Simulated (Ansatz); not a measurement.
## Cs₂NaSbI₆ (Fm-3m), kick along a soft mode, then relaxed

The calculation used DFT PBEsol, scalar-relativistic, plane waves, PAW in Ansatz. Cutoff 420 eV, Γ-centred 4×4×4 k-points, Gaussian smearing of 0.05 eV. No spin polarisation. Energies are free energies at this smearing, counted from the undisturbed cell; pressure is positive in compression.

Zero of the scan (relaxed at this level; it needn't be the usual structure):

```yaml
crystal:
  lattice:
    - [0.00000, 6.04865, 6.04865]
    - [6.04865, 0.00000, 6.04865]
    - [6.04865, 6.04865, 0.00000]
  atoms:
    - { symbol: Cs, position: [0.75000, 0.75000, 0.75000] }
    - { symbol: Cs, position: [0.25000, 0.25000, 0.25000] }
    - { symbol: Na, position: [0.50000, 0.50000, 0.50000] }
    - { symbol: Sb, position: [0.00000, 0.00000, 0.00000] }
    - { symbol: I, position: [0.75380, 0.24620, 0.24620] }
    - { symbol: I, position: [0.24620, 0.24620, 0.75380] }
    - { symbol: I, position: [0.24620, 0.75380, 0.75380] }
    - { symbol: I, position: [0.24620, 0.75380, 0.24620] }
    - { symbol: I, position: [0.75380, 0.24620, 0.75380] }
    - { symbol: I, position: [0.75380, 0.75380, 0.24620] }
```

The atoms are moved along a zone-centre mode of 23i cm⁻¹ (Å):

```
atom ux uy uz
 Cs1   0.000   0.000  0.000
 Cs2   0.000   0.000  0.000
 Na3   0.000   0.000  0.000
 Sb4   0.000   0.000  0.000
  I5   0.000  -0.150  0.000
  I6   0.000   0.000  0.000
  I7   0.000   0.150  0.000
  I8   0.150   0.000  0.000
  I9  -0.150   0.000  0.000
 I10   0.000   0.000  0.000
```

Cell and atoms are then relaxed.

Q: Does the relaxation return to the undisturbed structure?

A: No. It ends 12.1 meV/atom below it. The final space group reads I4/m (tolerance 0.01 Å) and the volume changes by -1.32 %.

Final structure:

```yaml
crystal:
  lattice:
    - [0.00000, 5.90796, 6.25677]
    - [5.90796, 0.00000, 6.25677]
    - [5.90796, 5.90796, 0.00000]
  atoms:
    - { symbol: Cs, position: [0.75000, 0.75000, 0.75000] }
    - { symbol: Cs, position: [0.25000, 0.25000, 0.25000] }
    - { symbol: Na, position: [0.50000, 0.50000, 0.50000] }
    - { symbol: Sb, position: [0.00000, 0.00000, 0.00000] }
    - { symbol: I, position: [0.69266, 0.30734, 0.18436] }
    - { symbol: I, position: [0.24079, 0.24079, 0.75921] }
    - { symbol: I, position: [0.30734, 0.69266, 0.81564] }
    - { symbol: I, position: [0.18436, 0.81564, 0.30734] }
    - { symbol: I, position: [0.81564, 0.18436, 0.69266] }
    - { symbol: I, position: [0.75921, 0.75921, 0.24079] }
```

The relaxation, step by step (energy from the first step; small jumps at an unchanged geometry come where the plane waves are selected anew for the new cell):

```
step  ΔE (meV/atom) largest force component (eV/Å) pressure (GPa)
   1            0.0                           0.033           -0.03
   2           -0.3                           0.037            0.00
   3           -0.5                           0.040            0.00
   4           -4.6                           0.056           -0.04
   5           -5.4                           0.059            0.01
   6           -9.5                           0.041            0.08
   7          -10.2                           0.057            0.02
   8          -11.1                           0.009            0.04
   9          -11.1                           0.012            0.03
  10          -11.1                           0.001            0.00
  11          -11.0                           0.001            0.00
```

Cost: 1 run of about 12 core-minutes, on Intel Xeon Processor @ 2.50GHz (Skylake/Cascade Lake) (shared hosts).